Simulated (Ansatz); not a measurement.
**GaIr5: rattling a relaxed structure**

It was reached by relaxing an invented guess, and it needn't be the stable form of this composition.

Theory: DFT PBE, scalar-relativistic, plane waves, PAW (Ansatz). Cutoff 420 eV; k points 12×12×4 on the computed 6-atom cell (Γ-centred); Gaussian smearing, width 0.10 eV; no spin polarisation.

The cell below (6 atoms, space group P4/mmm (No. 123)) is relaxed within its symmetry.

```cif
data_structure
_symmetry_space_group_name_H-M 'P 1'
_symmetry_Int_Tables_number 1
_cell_length_a 2.7633
_cell_length_b 2.7633
_cell_length_c 11.3656
_cell_angle_alpha 90.000
_cell_angle_beta 90.000
_cell_angle_gamma 90.000
_cell_volume 86.79
loop_
_atom_site_label
_atom_site_type_symbol
_atom_site_fract_x
_atom_site_fract_y
_atom_site_fract_z
_atom_site_occupancy
Ga1 Ga 0.50000 0.50000 0.00000 1
Ir1 Ir 0.50000 0.50000 0.33159 1
Ir2 Ir 0.50000 0.50000 0.66841 1
Ir3 Ir 0.00000 0.00000 0.16249 1
Ir4 Ir 0.00000 0.00000 0.83751 1
Ir5 Ir 0.00000 0.00000 0.50000 1
```

For the test a repeat of it with 12 atoms (edges 2.76, 5.53, 11.37 Å) was strained at random (σ = 1.5 % a component), the atoms were moved at random (σ = 0.10 Å), and all was relaxed again on a coarse 8×4×2 mesh (in the run’s order of axes) with 0.20 eV smearing, with no symmetry imposed.

Spin–orbit coupling, which can matter for Ir, is left out.

Q: What happens?

A: It returns, within 1 meV/atom of the unmoved cell on that mesh and with the same symmetry when read at 0.1 Å. No instability shows in this cell; modes of other wave vectors, which need another repeat, aren't tested.
